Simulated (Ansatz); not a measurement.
Here is the system:

SiRu2:
```cif
data_Ru8Si4
_chemical_formula_sum 'Si4 Ru8'
_space_group_name_H-M_alt 'P 1'
_space_group_IT_number 1
_cell_length_a 5.23363
_cell_length_b 3.99315
_cell_length_c 7.38320
_cell_angle_alpha 90.000
_cell_angle_beta 90.000
_cell_angle_gamma 90.000
loop_
_space_group_symop_operation_xyz
  'x, y, z'
loop_
_atom_site_label
_atom_site_type_symbol
_atom_site_fract_x
_atom_site_fract_y
_atom_site_fract_z
_atom_site_occupancy
Si1 Si 0.30163 0.25000 0.90154 1
Si2 Si 0.69837 0.75000 0.09846 1
Si3 Si 0.19837 0.75000 0.40154 1
Si4 Si 0.80163 0.25000 0.59846 1
Ru1 Ru 0.51552 0.75000 0.78663 1
Ru2 Ru 0.48448 0.25000 0.21337 1
Ru3 Ru 0.98448 0.25000 0.28663 1
Ru4 Ru 0.01552 0.75000 0.71337 1
Ru5 Ru 0.83237 0.25000 0.93534 1
Ru6 Ru 0.16763 0.75000 0.06466 1
Ru7 Ru 0.66763 0.75000 0.43534 1
Ru8 Ru 0.33237 0.25000 0.56466 1
```

This is the PBEsol-relaxed structure.

All from PBEsol (plane waves, PAW; program Ansatz), unless another level is named. Give the electronic character.

metallic (no gap).

Give the formation energy from the elements (no fitted shifts).

-0.43 eV/atom.

Give the density of states at the Fermi level.

0.72 states/eV per atom (mean over ±0.08 eV).

Space group Pnma. The workflow started from a Materials Project entry (that database holds measured and hypothetical structures alike); the Crystallography Open Database copy checked does not list it. Its standing as an ambient phase is unchecked. The cell was relaxed with PBEsol under the symmetry of its start; whether a distortion lowers the energy is not shown. No spin polarisation was allowed. The references are the lowest solids computed at this level, not always the standard phases. Scalar-relativistic: spin–orbit coupling is off unless named, which matters more the heavier the elements.

Potentials: the later of the program's two PAW sets.
